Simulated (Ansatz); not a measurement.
Os, DFT, PBE, all-electron PAW with datasets made for the crystal, scalar-relativistic (Ansatz 0.2.0), run on 1 thread of Arm Neoverse V1 on a shared host.

The structure comes from a relaxation in the same program, started in the hcp type. Whether it is a known phase or the ground state wasn't checked. The listed cell was then made from it by scaling, straining or moving an atom.

Command: `ansatz run input.yaml --threads 1 --pin off --max-ram 2048MiB --backend cpu --events-out ev --progress --plain --runs-dir out`

```yaml
crystal:
  lattice:
    - [2.7983879451, 0.0, 0.0]
    - [-1.3991939726, 2.4234750501, 0.0]
    - [0.0, 0.0, 4.4193006099]
  atoms:
    - { symbol: Os, position: [0.3333333333, 0.6666666667, 0.25] }
    - { symbol: Os, position: [0.6666666667, 0.3333333333, 0.75] }
kpoints:
  mp_grid: { grid: [16, 16, 9] }
scf:
  occupations: { method: fermi_dirac, width: 0.03 }
hamiltonian:
  xc: pbe
  pseudopotentials: { kind: all_electron, datasets: crystal }
output:
  forces: true
  stress: true
  eigenvalues: true
  efg: { contact_densities: true }
```

(1) How large is the problem that the program sets up?

(2) About how long does it take?

(3) And the same cell and mesh by LAPW (all electrons), asked for forces, stress, eigenvalues, on the same hardware?

(4) And the same cell and mesh by frozen-core PAW, asked for forces, stress, eigenvalues, efg, on the same hardware?

## Answers

(1) 150 irreducible k-points, 337 plane waves at Γ, 13 bands.

(2) 20 s of wall time for 8 SCF iterations. Times on shared machines scatter by tens of per cent.

(3) 100 s.

(4) 5.7 s.
